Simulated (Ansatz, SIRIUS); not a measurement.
This is a calculation of WAu for Ansatz 0.2.0. Atoms were shifted at random by some hundredths of an Å from the given cell, which wasn't relaxed again for these runs. The cell comes from a database or a generator and needn't be the stable form of this composition.

File input.yaml:

```yaml
crystal:
  lattice:
    - [0.0, 2.90921, 2.90921]
    - [2.90921, 0.0, 2.90921]
    - [2.90921, 2.90921, 0.0]
  atoms:
    - { symbol: W, position: [-0.00333, -0.013733, -0.000856] }
    - { symbol: Au, position: [0.748516, 0.755522, 0.746404] }
hamiltonian:
  xc: pbe
  pseudopotentials: { kind: paw }
kpoints:
  mp_grid: { grid: [8, 8, 8] }
scf:
  occupations: { method: fermi_dirac, width: 0.05 }
output:
  forces: true
  stress: true
  eigenvalues: true
```

Potentials or basis: Ansatz PAW.

Launch:

```sh
$ ansatz run input.yaml --threads 1 --pin off --max-ram 3584MiB --backend cpu --events-out ev --progress --plain --runs-dir out
```

**Question.** Translate it to SIRIUS 7.10.0. Potentials or basis there: PseudoDojo 0.4.1 PBE standard (scalar relativistic), cutoff 1054 eV.

**Answer.** As run (cutoffs and basis follow the program's own potentials, and thresholds, step limits or extra output files can differ):

The input sirius.json:

```json
{
  "control": {
    "processing_unit": "cpu",
    "verbosity": 2,
    "num_bands_to_print": 25,
    "print_forces": true,
    "print_stress": true
  },
  "parameters": {
    "electronic_structure_method": "pseudopotential",
    "xc_functionals": ["XC_GGA_X_PBE", "XC_GGA_C_PBE"],
    "gk_cutoff": 8.8,
    "pw_cutoff": 17.6,
    "ngridk": [8, 8, 8],
    "shiftk": [0, 0, 0],
    "smearing": "fermi_dirac",
    "smearing_width": 0.0018374661,
    "num_bands": 25,
    "num_mag_dims": 0,
    "num_dft_iter": 100,
    "energy_tol": 1e-08,
    "density_tol": 1e-06
  },
  "iterative_solver": {
    "type": "davidson",
    "min_tolerance": 1e-09,
    "tolerance_scale": [0.1, 0.25]
  },
  "mixer": {
    "type": "anderson",
    "beta": 0.7,
    "max_history": 8
  },
  "settings": {
    "tol_ne": 1e-10,
    "pseudo_grid_cutoff": 6.5
  },
  "unit_cell": {
    "lattice_vectors": [
      [0.0, 0.707106781187, 0.707106781187],
      [0.707106781187, 0.0, 0.707106781187],
      [0.707106781187, 0.707106781187, 0.0]
    ],
    "lattice_vectors_scale": 7.7747948192,
    "atom_coordinate_units": "lattice",
    "atom_types": ["W", "Au"],
    "atom_files": {
      "W": "W.json",
      "Au": "Au.json"
    },
    "atoms": {
      "W": [
        [-0.00333, -0.013733, -0.000856]
      ],
      "Au": [
        [0.748516, 0.755522, 0.746404]
      ]
    }
  }
}
```

Potentials or basis: PseudoDojo 0.4.1 PBE standard (scalar relativistic).

Launch:

```console
$ upf_to_json W.upf
$ upf_to_json Au.upf
$ OMP_NUM_THREADS=1 sirius.scf --input=sirius.json --output=out.json --task=0
```

Both were run:

|  | Ansatz | SIRIUS |
| --- | --- | --- |
| Pressure | 0.4 GPa | 0.3 GPa |
| Largest force | 0.948 eV/Å | 0.948 eV/Å |

Ansatz's pressure holds a Pulay term of +0.05 GPa for its cutoff of 420 eV, which the other run lacks.

Where Ansatz's input types no cutoff or centring, it takes its own default and a Γ-centred mesh.

Pressure is positive in compression.
